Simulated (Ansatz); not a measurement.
CdF2, DFT, PBE, all-electron PAW with datasets made for the crystal, scalar-relativistic (Ansatz 0.2.0), run on 1 thread of Intel(R) Xeon(R) Processor @ 2.50GHz (Skylake/Cascade Lake) on a shared host.

The structure comes from a relaxation in the same program, started in the fluorite type. Whether it is a known phase or the ground state wasn't checked. The listed cell was then made from it by scaling, straining or moving an atom.

Command: `ansatz run input.yaml --threads 1 --pin off --max-ram 4096MiB --backend cpu --events-out ev --progress --plain --runs-dir out`

```yaml
crystal:
  lattice:
    - [-0.0274071972, 2.7407197206, 2.7407197206]
    - [2.7407197206, -0.0274071972, 2.7407197206]
    - [2.7133125234, 2.7133125234, 0.0]
  atoms:
    - { symbol: Cd, position: [0.0, 0.0, 0.0] }
    - { symbol: F, position: [0.25, 0.25, 0.25] }
    - { symbol: F, position: [0.75, 0.75, 0.75] }
kpoints:
  mp_grid: { grid: [11, 11, 11] }
scf:
  occupations: { method: fermi_dirac, width: 0.05 }
hamiltonian:
  xc: pbe
  pseudopotentials: { kind: all_electron, datasets: crystal }
output:
  forces: true
  stress: true
  eigenvalues: true
  efg: { contact_densities: true }
```

Task: How large is the problem that the program sets up?

Result: 216 irreducible k-points, 531 plane waves at Γ, 17 bands.

Task: About how long does it take, and how much memory does it use?

Result: 84 s of wall time for 8 SCF iterations, with a peak of 0.83 GiB. Times on shared machines scatter by tens of per cent.

Task: And the same cell and mesh by all-electron LAPW, asked for forces, stress, eigenvalues, on the same hardware?

Result: 2.9 min, peak memory 0.9 GiB.

Task: And the same cell and mesh by frozen-core PAW, asked for forces, stress, eigenvalues, efg, write_density, write_potential, elf, on the same hardware?

Result: 29 s, peak memory 0.48 GiB.
